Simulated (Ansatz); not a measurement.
**Structures of Ta₂Hg: which is lowest?**

Plane-wave DFT in Ansatz with scalar-relativistic PAW potentials, cutoff 420 eV, Γ-centred meshes chosen by cell and gap, Gaussian smearing with energies taken to zero width. Every cell was relaxed (cell and atoms) in a run of its own, within the symmetry of its start. Functional: PBE.

Relaxed structures (starts from databases or built by putting these elements on another compound's sites):
A. P6/mmm, 3 atoms in the computed cell, a = 4.829 Å, c = 2.865 Å; sites (symmetry × multiplicity) Ta -6m2 × 2, Hg 6/mmm × 1; start: built
B. Fm-3m, 3 atoms in the computed cell, a = 6.403 Å; sites (symmetry × multiplicity) Ta -43m × 8, Hg m-3m × 4; start: built

Rank them by energy. Could pressure change the order?

| structure | group | E − E(lowest) (meV/atom) | V (Å³/atom) | gap on mesh (eV) |
| --- | --- | --- | --- | --- |
| A | P6/mmm | 0.0 | 19.28 | 0.00 |
| B | Fm-3m | 572 | 21.88 | 0.00 |

A is lowest, 572 meV/atom under B. The lowest is also the densest of these, so pressure wouldn't bring one of the others in at first order. Other structures may lie lower than all of these, and vibrations aren't counted.

Spin-orbit coupling is left out, which matters for the bands of heavy elements.